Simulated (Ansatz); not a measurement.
AlCo (CsCl type, Pm-3m) under volume change, the program Ansatz at the PBEsol level (PAW), scaled uniformly.

```csv
V (Å³/atom),E − E(relaxed) (meV/atom),P (GPa)
10.232,65.0,22.34
10.569,…,…
10.906,6.5,6.31
11.244,0.0,0.01
11.581,5.8,-5.37
11.918,…,…
12.256,47.3,-13.89
```

Task: What belongs in the gaps?

Result: 
- 11.918, E − E(relaxed) (meV/atom): 22.1
- 11.918, P (GPa): -9.97
- 10.569, E − E(relaxed) (meV/atom): 27.3
- 10.569, P (GPa): 13.68

Task: What does a third-order Birch–Murnaghan fit give for V₀, B₀ and B′?

Result: V₀ = 11.24 Å³/atom, B₀ = 194 GPa, B′ = 4.3.

The cell was relaxed with PBEsol under the symmetry of its start; of distortions, only those at the zone centre were tested. The workflow began spin-polarised and lost its moments.

Potentials: the later of the program's two PAW sets.
